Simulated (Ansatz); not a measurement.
Be (hcp, Mg type)

```
CELL_PARAMETERS angstrom
      2.25685     0.00000     0.00000
     -1.12842     1.95449     0.00000
      0.00000     0.00000     3.55250
ATOMIC_POSITIONS crystal
  Be 0.33333 0.66667 0.75000
  Be 0.66667 0.33333 0.25000
```

The slice is a (-1 1 0 2) plane (indices of the conventional cell) through the point (0.667, 0.333, 0.250) (fractional), spanned by u = [110] and v = [1 -1 1] in vectors of this cell: u (2.26 Å) and v (5.28 Å, at 90° to u). It covers one period; positions are fractions (u, v).

All values below come from PBEsol (plane waves to 420 eV, PAW, scalar-relativistic; Ansatz, an electronic-structure program). k mesh 23×23×13. Near the nuclei the fields are pseudised (PAW); where an atom keeps semicore shells as valence, they peak there. Be was relaxed with its symmetry unable to fall. The PAW data are Ansatz's earlier set.

Q: What is the ELF at the midpoint of the shortest Be–Be line in this plane (2.26 Å)?

A: 0.62.

Q: What is the valence density on the shortest Be–Be line in this plane (2.26 Å), at its midpoint?

A: 0.26 e/Å³.

Q: Sketch the electron localisation function (ELF) on this plane as a map.

A: 
```
|xxxx  --******--  xx|
|    ::==++**++==::  |
|====++++++++++++++==|
|######**++++++**####|
|%%%%##****++****##%%|
|%%######******######|
|******####**####****|
|::--++**######**++--|
|  ..--**%%%%%%**--..|
|    --##%%@@%%##--  |
|  ..==%%@@@@@@%%==..|
|::--**%%@@@@@@%%**--|
|==++##%%@@@@@@%%##++|
|++**##%%@@@@@@%%##**|
|++****##%%%%%%##****|
|++++**##########**++|
|++****##########****|
|****######%%######**|
|****##%%%%%%%%%%##**|
|++**##%%@@@@@@%%##**|
|--==**%%@@@@@@%%**==|
|    --##%%@@%%##--  |
|xxxx  ++%%%%%%++  xx|
|xxxx  --######--  xx|
```
Scale: ten equal steps from 0.04 (start of ' ') to 0.77 (end of '@'), in the order ' .:-=+*#%@'. Values: electron localisation function (ELF). The map has 10 points along u (two characters each, u = 0 at the left) and 24 along v (v = 0 in the bottom row). Points within 0.4 Å of a nucleus are blanked (x), as the pseudised field means little there.
